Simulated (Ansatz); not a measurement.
YMnO₃ in space group Pnma (No. 62; Y on 4c, Mn on 4a, O on 4c, O on 8d), DFT-r²SCAN in the program Ansatz with PAW potentials. The conduction-band minimum lies on the Γ–Z line, 54 % of the way from Γ, with 2 equivalent valleys. Second derivatives d²E/dk² of the lowest band at one valley (eV·Å²), along Cartesian directions:

| direction | d²E/dk² |
|---|---|
| [100] | 1.944 |
| [010] | 10.59 |
| [001] | 3.896 |
| [110] | 6.265 |
| [101] | 2.920 |
| [011] | 7.241 |

Find the principal effective masses, the density-of-states mass and the conductivity mass.

Off-diagonal terms follow from H_xy = H[110] − (H_xx + H_yy)/2, and m*/mₑ = 7.620 eV·Å² over each eigenvalue: 0.72, 2.0, 3.9. One valley's DOS mass (m₁m₂m₃)^(1/3) = 1.8, conductivity mass 3/(Σ 1/mᵢ) = 1.4 mₑ.

What effective density of states Nc follows at 300 K for parabolic valleys?

Nc = 2.509e19 × 2 × (1.8)^(3/2) / 2 (one spin channel) ≈ 6.1e19 cm⁻³.

The cell is a constructed one: a structure type filled with these elements; the Crystallography Open Database copy checked does not list it. COD files the formula under space group No. 185, 194, so this cell is another polymorph or a model. Whether it is the stable phase at ambient conditions was not checked. Symmetry was held in the r²SCAN relaxation; whether a distortion lowers the energy is not shown. The final state is ferromagnetic, chosen from 2 collinear starts compared on coarse meshes (ties went to the first, and starts can fall back to one state), not a proven ground state. The program gave a warning on the electronic state, which may not be the lowest. No Hubbard U is applied. Scalar-relativistic: spin–orbit coupling is off unless named, which matters more the heavier the elements.

Potentials: the later of the program's two PAW sets.

Edges and masses are those of Kohn–Sham bands, whose gap is no quasiparticle gap.
